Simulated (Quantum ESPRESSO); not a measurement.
**Band energies of RhCuO2 at -1.5 % isotropic strain**

```
RhCuO2
1.0
    1.51249     0.87323     5.55293
   -1.51249     0.87323     5.55293
    0.00000    -1.74647     5.55293
O Cu Rh
2 1 1
Direct
  0.89270   0.89270   0.89270
  0.10730   0.10730   0.10730
  0.00000   0.00000   0.00000
  0.50000   0.50000   0.50000
```

norm-conserving PBEsol (Quantum ESPRESSO, 92 Ry, scalar-relativistic); path ΓLB1,BZΓX,QFP1Z,LP; energies in eV from the valence-band maximum.

```csv
k (1/Å),point,band 20,band 21,band 22,band 23,band 24,band 25,band 26,band 27
0.00,Γ,-2.10,-2.10,-1.74,-1.74,-0.85,2.30,3.00,3.00
0.44,,-2.13,-1.92,-1.42,-1.01,-0.72,2.19,2.73,2.75
0.88,,-1.78,-1.61,-1.05,-0.64,-0.47,1.91,2.54,2.93
1.21,L,-1.51,-1.51,-0.92,-0.68,-0.64,2.12,2.58,2.96
1.32,,-1.54,-1.51,-0.97,-0.63,-0.62,2.11,2.51,3.03
1.76,,-1.75,-1.47,-1.34,-0.45,-0.16,1.95,2.08,4.40
1.97,B1,-1.81,-1.43,-1.43,-0.55,-0.01,2.08,2.09,4.48
1.97,B,-1.81,-1.43,-1.43,-0.55,-0.01,2.08,2.09,4.48
2.08,,-1.84,-1.41,-1.36,-0.65,-0.05,2.10,2.16,3.89
2.52,,-1.97,-1.40,-1.09,-0.88,-0.57,1.31,2.14,4.00
2.96,,-1.99,-1.90,-1.14,-1.02,-0.28,1.91,2.52,3.82
3.29,Z,-1.96,-1.96,-1.24,-1.24,-0.31,2.66,2.66,3.41
3.40,,-1.95,-1.95,-1.30,-1.30,-0.33,2.69,2.69,3.19
3.86,Γ,-2.10,-2.10,-1.74,-1.74,-0.85,2.30,3.00,3.00
4.26,,-2.14,-1.94,-1.26,-1.24,-0.76,2.35,2.37,3.02
4.67,,-1.90,-1.66,-0.83,-0.53,-0.52,1.67,2.02,3.63
5.07,,-1.72,-1.60,-1.22,-0.39,-0.19,1.85,2.07,4.55
5.28,X,-1.75,-1.48,-1.40,-0.53,-0.02,2.04,2.09,4.78
5.28,Q,-1.75,-1.48,-1.40,-0.53,-0.02,2.04,2.09,4.78
5.39,,-1.77,-1.44,-1.34,-0.63,0.00,2.07,2.16,4.24
5.82,,-1.53,-1.51,-0.90,-0.87,-0.23,1.95,2.70,2.93
5.93,F,-1.51,-1.51,-0.91,-0.85,-0.26,1.93,2.71,2.90
5.93,P1,-1.52,-1.51,-0.91,-0.88,-0.34,1.91,2.81,2.81
6.11,,-1.57,-1.47,-0.97,-0.84,-0.56,1.29,2.71,3.44
6.46,,-1.83,-1.81,-1.27,-0.71,-0.39,1.13,2.51,3.99
6.81,,-2.02,-1.90,-1.19,-1.06,-0.28,2.09,2.59,3.72
7.07,Z,-1.96,-1.96,-1.24,-1.24,-0.31,2.66,2.66,3.41
7.07,L,-1.51,-1.51,-0.92,-0.68,-0.64,2.12,2.58,2.96
7.46,P,-1.52,-1.51,-0.91,-0.88,-0.34,1.91,2.81,2.81
```

The PBEsol gap is 0.76 eV; at least one edge lies off the plotted path, at a point of the SCF mesh. The smallest direct gap is 1.11 eV. Another valence extremum on the path lies within 0.02 eV, too close to call.

Spin-orbit splittings are left out. The 3d shell has no Hubbard U; the runs are without spin polarisation, and magnetic order was not tried.

Geometry strained from the cell relaxed with PBEsol, atoms relaxed again.
